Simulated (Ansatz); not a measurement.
Is this ScSF structure a true minimum?

The cell was found from a structure generator's guess, not taken from experiment.

These are results of DFT PBE+D3(BJ), scalar-relativistic, plane waves, PAW (Ansatz 0.2.0), not measurements. Plane waves to 420 eV, a k mesh through Γ of 9×9×8 on the computed 3-atom cell and Gaussian smearing (0.02 eV); no spin polarisation.

The cell below (3 atoms, space group P-6m2 (No. 187)) is relaxed within its symmetry.

```
Sc S F
1.0
     3.68585    0.00000    0.00000
    -1.84292    3.19204    0.00000
     0.00000    0.00000    3.61066
Sc S F
1 1 1
Direct
  0.66667 0.33333 0.50000
  0.33333 0.66667 0.00000
  0.00000 0.00000 0.50000
```

For the test a repeat of it with 6 atoms (edges 3.61, 3.69, 6.38 Å) was strained at random (σ = 1.5 % a component), the atoms were moved at random (σ = 0.05 Å), and all was relaxed again on a coarse 4×4×2 mesh (in the run’s order of axes) with 0.10 eV smearing, with no symmetry imposed.

Question: Is the structure stable against such a distortion?

Answer: It returns, within 1 meV/atom of the unmoved cell on that mesh and with the same symmetry when read at 0.1 Å. No instability shows in this cell; modes of other wave vectors, which need another repeat, aren't tested.
